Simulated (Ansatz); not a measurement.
Consider the following.

BeS:
```
CELL_PARAMETERS angstrom
      0.00000     2.39805     2.39805
      2.39805     0.00000     2.39805
      2.39805     2.39805     0.00000
ATOMIC_POSITIONS crystal
  Be 0.00000 0.00000 0.00000
  S  0.25000 0.25000 0.25000
```

This is the LDA-relaxed structure.

Task: All from LDA (plane waves, PAW; program Ansatz), unless another level is named. Give the largest static χ(2) component.

Result: 5.1 pm/V.

Task: And the electronic dielectric constant ε∞ (DFPT)?

Result: 5.43.

Task: Give the static dielectric constant ε0 (ions relaxed, cell fixed).

Result: 7.14.

Task: Next, the Born charges (a third of the trace)?

Result: Be +1.54, S -1.54 e.

Space group F-43m (zinc blende). The LDA relaxation kept the symmetry of its start.

Potentials: the earlier of the program's two PAW sets. The files were generated under PBE; for other functionals the program regenerates the frozen cores, and for LDA and PBEsol the local potential too.
